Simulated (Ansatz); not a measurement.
Calculated with Ansatz: AlMoO, settings compared

The command:

```bash
ansatz run input.yaml --threads 1 --pin off --max-ram 2560MiB --backend cpu --events-out ev --progress --plain --runs-dir out
```

The input file (Ansatz 0.2.0, plane waves):

```yaml
crystal:
  lattice:
    - [2.816078, 4.877585, 0.0]
    - [-2.816078, 4.877585, 0.0]
    - [0.0, 0.0, 3.559376]
  atoms:
    - { symbol: Al, position: [0.25034, 0.74966, 0.0] }
    - { symbol: Al, position: [0.74966, 0.0, 0.0] }
    - { symbol: Al, position: [0.0, 0.25034, 0.0] }
    - { symbol: Mo, position: [0.58647, 0.41353, 0.5] }
    - { symbol: Mo, position: [0.41353, 0.0, 0.5] }
    - { symbol: Mo, position: [0.0, 0.58647, 0.5] }
    - { symbol: O, position: [0.33333, 0.33334, 0.0] }
    - { symbol: O, position: [0.66667, 0.66666, 0.0] }
    - { symbol: O, position: [0.0, 0.0, 0.5] }
  symmetry: { tolerance: 0.0003 }
kpoints:
  mp_grid: { grid: [4, 4, 5], shift: [0, 0, 0] }
magnetization:
  spin_polarized: false
scf:
  occupations: { method: fermi_dirac }
hamiltonian:
  pseudopotentials: { kind: paw }
  xc: pbe
basis:
  ecutwfc: 420
output:
  forces: true
  stress: true
  eigenvalues: true
```

Origin of the cell: a known structure type with other elements, at an estimated volume, so it need not be a known compound.

The smearing width isn't typed, so it takes its default of 0.1 eV.

Output of this run (shortened):

```
Warning: the atoms were moved onto the symmetric positions of the space group found under crystal.symmetry.tolerance 3.0e-4 (fractional; no operation is sought that the atoms, as they stand i […]
Pseudopotentials: kind: paw
Pseudopotential: Al, paw, valence charge 3, recommended cutoff 420 eV (normal), Al.paw.azcp
Pseudopotential: Mo, paw, valence charge 14, recommended cutoff 420 eV (normal), Mo.paw.azcp
Pseudopotential: O, paw, valence charge 6, recommended cutoff 420 eV (normal), O.paw.azcp
Functional definition: PBE
  exchange = pbe_x(kappa = kappa, mu = beta*pi^2/3)
  correlation = pbe_c(beta = beta)
Crystal: 9 atoms, lattice volume = 97.781 Å³
Basis set: ecut = 420 eV, 1919 PW (Γ), exchange–correlation on 80×80×48 points (8 copies of the dense FFT grid, shifted against one another)
Bands: 44, of which v1, the nominal top of the filled ones, is band 35 counted from 1 (34 counted from 0)
Symmetry: 12 space group operations
[… 8 lines left out …]
Initial density: superposition of atomic densities (neutral atoms: chi_scale 0, normalization atom), corrected by the library's trained network
Functional: x = pbe(κ = 0.804, μ = 0.219515), c = pbe(β = 0.066725)
SCF iter   1: F=—  HF=-18175.016236 eV  Δρ=1.26e-2  dr2=1.31e-1
SCF iter   2: F=—  HF=-18174.998636 eV  Δρ=6.34e-3  dr2=3.70e-2
SCF iter   3: F=—  HF=-18174.992182 eV  Δρ=9.02e-4  dr2=1.24e-3
SCF iter   4: F=—  HF=-18174.991961 eV  Δρ=2.19e-4  dr2=9.66e-5
SCF iter   5: F=—  HF=-18174.991894 eV  Δρ=6.35e-5  dr2=7.55e-6
SCF iter   6: F=—  HF=-18174.991892 eV  Δρ=1.37e-5  dr2=3.27e-7
SCF iter   7: F=-18174.991892 eV  HF=-18174.991892 eV  Δρ=2.79e-6  dr2=6.92e-9
SCF 1 converged in 7 iterations: F = -18174.991892 eV  dr2 = 6.92e-9
SCF converged after 7 iterations
Free energy (F): -18174.991892 eV
Harris-Foulkes:  -18174.991892 eV  (|F-HF|=2.97e-9)
Internal energy: -18174.844265 eV  (E = F + TS)
E sigma→0 (E₀):  -18174.918078 eV
Entropy (-TS):   -0.147627 eV (-16.403 meV/atom)
Fermi energy:    16.842624 eV
--- Per-component energies (eV) ---
  E_band       = -137.010156
  E_kinetic    = 1945.240866
  E_local      = -3883.837011  (includes V_loc(G=0)·N_el)
  E_nonlocal   = 611.823070
  E_hartree    = 1404.548204
  E_xc         = -900.072731
  E_vxc        = -1068.463104  (∫ρ·V_xc dr)
  E_paw        = -11480.926599  (= ΣΔE_a)
  E_vpaw       = -550.874945  (= ΣTr[D̂ρ^β])
  E_aug_tail   = 0.006929  (compensation charges beyond the density's cutoff)
  E_ewald      = -5871.626993
  E_smearing   = -0.147627  (= −TS)
  Σ components = -18174.991892   (vs F -18174.991892, Δ=0.00e0)
--- Forces (eV/Å), atoms counted from 1 ---
  atom   1  Al     1.719371     0.000000     0.000000
  atom   2  Al    -0.859686    -1.489019     0.000000
  atom   3  Al    -0.859686     1.489019     0.000000
  atom   4  Mo     0.394628    -0.000000     0.000000
  atom   5  Mo    -0.197314    -0.341758     0.000000
  atom   6  Mo    -0.197314     0.341758     0.000000
  atom   7  O     -0.000000    -0.000000     0.000000
  atom   8  O     -0.000000     0.000000     0.000000
  atom   9  O     -0.000000    -0.000000     0.000000
  max |Σ_I F_I| component: 2.59e-16 eV/Å
--- Stress (GPa, compression-positive) ---
       28.427837       0.000000       0.000000
        0.000000      28.427837       0.000000
        0.000000       0.000000      21.244343
  P = ⅓ Tr σ = 26.0333 GPa (260.333 kbar)
```

The same input was run again with these changes:

1. `hamiltonian.hubbard` default → { sites: [{ species: Mo, l: d, u_eff: 6.0 }], double_counting: amf }; `scf.n_extra_bands` default → 2
2. `accuracy` default → medium; `scf.occupations.method` fermi_dirac → tetrahedron_uncorrected
3. `basis.xc_grid` default → 2; `kpoints.mp_grid.grid` [4, 4, 5] → [5, 5, 6]
4. `hamiltonian.hubbard` default → { sites: [{ species: Mo, l: d, u_eff: 8.0 }], double_counting: fll }

```json
{"run": "base", "end": "converged", "SCF iterations": "7", "P (GPa)": "26.03", "max force component (eV/Å)": "1.719", "gap on mesh (eV)": "–", "moment (μB)": "–", "ΔE(σ→0) (meV/atom)": "0"}
{"run": "1", "end": "converged", "SCF iterations": "14", "P (GPa)": "32.59", "max force component (eV/Å)": "2.095", "gap on mesh (eV)": "–", "moment (μB)": "–", "ΔE(σ→0) (meV/atom)": "–"}
{"run": "2", "end": "converged", "SCF iterations": "8", "P (GPa)": "25.97", "max force component (eV/Å)": "1.714", "gap on mesh (eV)": "–", "moment (μB)": "–", "ΔE(σ→0) (meV/atom)": "5.98"}
{"run": "3", "end": "converged", "SCF iterations": "7", "P (GPa)": "26.07", "max force component (eV/Å)": "1.716", "gap on mesh (eV)": "–", "moment (μB)": "–", "ΔE(σ→0) (meV/atom)": "0.75"}
{"run": "4", "end": "converged", "SCF iterations": "14", "P (GPa)": "35.80", "max force component (eV/Å)": "2.353", "gap on mesh (eV)": "–", "moment (μB)": "–", "ΔE(σ→0) (meV/atom)": "–"}
```

Energies are compared only where functional, datasets, charge and starting cell are the same.

Caveats of the base run: no moments, though an odd count or open d shells may carry them; the given cell is far from equilibrium, with atoms too close or a volume far off; the k mesh is coarse if the cell is a metal.

The base run ran for 3.8 s on 1 thread of Arm Neoverse V2, on a shared host, peak memory 0.32 GiB, from the program's own first density.
